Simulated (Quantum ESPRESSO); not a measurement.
```cif
data_GeTe
_chemical_formula_sum 'Ge1 Te1'
_space_group_name_H-M_alt 'P 1'
_space_group_IT_number 1
_cell_length_a 4.42222
_cell_length_b 4.42222
_cell_length_c 4.42222
_cell_angle_alpha 56.932
_cell_angle_beta 56.932
_cell_angle_gamma 56.932
loop_
_space_group_symop_operation_xyz
  'x, y, z'
loop_
_atom_site_label
_atom_site_type_symbol
_atom_site_fract_x
_atom_site_fract_y
_atom_site_fract_z
_atom_site_occupancy
Ge1 Ge 0.00729 0.00729 0.00729 1
Te1 Te 0.47170 0.47170 0.47170 1
```

Cell and atoms were relaxed with PBE+D3(BJ) from Materials Project entry mp-938, within its symmetry.

**Question.** What does norm-conserving PBEsol (Quantum ESPRESSO, 80 Ry, with spin-orbit coupling) give for the electronic structure near the Fermi level?

**Answer.** The PBEsol gap is 0.44 eV; at least one edge lies off the plotted path, at a point of the SCF mesh. The smallest direct gap is 0.74 eV.
